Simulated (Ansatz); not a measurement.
A relaxation computed with Ansatz, from input to last step.

```yaml
crystal:
  lattice:
    - [2.8251010646, 0.0, 0.0]
    - [-1.4125505323, 2.4466092902, 0.0]
    - [0.0, 0.0, 12.60137368]
  atoms:
    - { symbol: Al, position: [0.66666667, 0.33333333, 0.25] }
    - { symbol: Al, position: [0.33333333, 0.66666667, 0.75] }
    - { symbol: Cr, position: [0.33333333, 0.66666667, 0.41494116] }
    - { symbol: Cr, position: [0.66666667, 0.33333333, 0.91494116] }
    - { symbol: Cr, position: [0.66666667, 0.33333333, 0.58505884] }
    - { symbol: Cr, position: [0.33333333, 0.66666667, 0.08505884] }
    - { symbol: C, position: [0.0, 0.0, 0.5] }
    - { symbol: C, position: [0.0, 0.0, 0.0] }
basis:
  ecutwfc: 420
kpoints:
  mp_grid: { grid: [12, 12, 4] }
hamiltonian:
  xc: pbesol
scf:
  occupations: { method: gaussian, width: 0.1 }
output:
  forces: true
  stress: true
  eigenvalues: true
relax:
  adjacent_minimum: "off"
  f_tol: 0.01
  max_steps: 40
```

```bash
ansatz run input.yaml --threads 2 --pin off --max-ram 5120MiB --backend cpu --events-out ev --progress --plain --runs-dir out
```

Level of theory: DFT PBEsol, scalar-relativistic, plane waves, PAW in Ansatz 0.2.0.

Of 4 frames 3 are shown, positions in Å and forces in eV/Å; the SCF threshold varies from step to step.

```xyz
8
Lattice="2.8251 0.0000 0.0000 -1.4126 2.4466 0.0000 0.0000 0.0000 12.6014" Properties=species:S:1:pos:R:3:forces:R:3 pbc="T T T" step=1 free_energy_over_end_meV_per_atom=1.03
Al    1.4126    0.8155    3.1503    0.0000    0.0000    0.0000
Al    0.0000    1.6311    9.4510    0.0000    0.0000    0.0000
Cr    0.0000    1.6311    5.2288    0.0000    0.0000    0.3121
Cr    1.4126    0.8155   11.5295    0.0000    0.0000    0.3121
Cr    1.4126    0.8155    7.3725    0.0000    0.0000   -0.3121
Cr    0.0000    1.6311    1.0719    0.0000    0.0000   -0.3121
C     0.0000    0.0000    6.3007    0.0000    0.0000    0.0000
C     0.0000    0.0000    0.0000    0.0000    0.0000    0.0000
8
Lattice="2.8251 0.0000 0.0000 -1.4126 2.4466 0.0000 0.0000 0.0000 12.6014" Properties=species:S:1:pos:R:3:forces:R:3 pbc="T T T" step=2 free_energy_over_end_meV_per_atom=0.22
Al    1.4126    0.8155    3.1503    0.0000    0.0000    0.0000
Al    0.0000    1.6311    9.4510    0.0000    0.0000    0.0000
Cr    0.0000    1.6311    5.2359    0.0000    0.0000    0.1443
Cr    1.4126    0.8155   11.5366    0.0000    0.0000    0.1443
Cr    1.4126    0.8155    7.3655    0.0000    0.0000   -0.1443
Cr    0.0000    1.6311    1.0648    0.0000    0.0000   -0.1443
C     0.0000    0.0000    6.3007    0.0000    0.0000    0.0000
C     0.0000    0.0000    0.0000    0.0000    0.0000    0.0000
8
Lattice="2.8251 0.0000 0.0000 -1.4126 2.4466 0.0000 0.0000 0.0000 12.6014" Properties=species:S:1:pos:R:3:forces:R:3 pbc="T T T" step=4 free_energy_over_end_meV_per_atom=0.00
Al    1.4126    0.8155    3.1503    0.0000    0.0000    0.0000
Al    0.0000    1.6311    9.4510    0.0000    0.0000    0.0000
Cr    0.0000    1.6311    5.2420    0.0000    0.0000   -0.0018
Cr    1.4126    0.8155   11.5427    0.0000    0.0000   -0.0018
Cr    1.4126    0.8155    7.3594    0.0000    0.0000    0.0018
Cr    0.0000    1.6311    1.0587    0.0000    0.0000    0.0018
C     0.0000    0.0000    6.3007    0.0000    0.0000    0.0000
C     0.0000    0.0000    0.0000    0.0000    0.0000    0.0000
```

Time: 11 s on 2 threads of Intel(R) Xeon(R) 6975P-C (Granite Rapids) (shared host), peak memory 0.55 GiB.

Spin polarisation was left out, and a magnetic state may lie lower.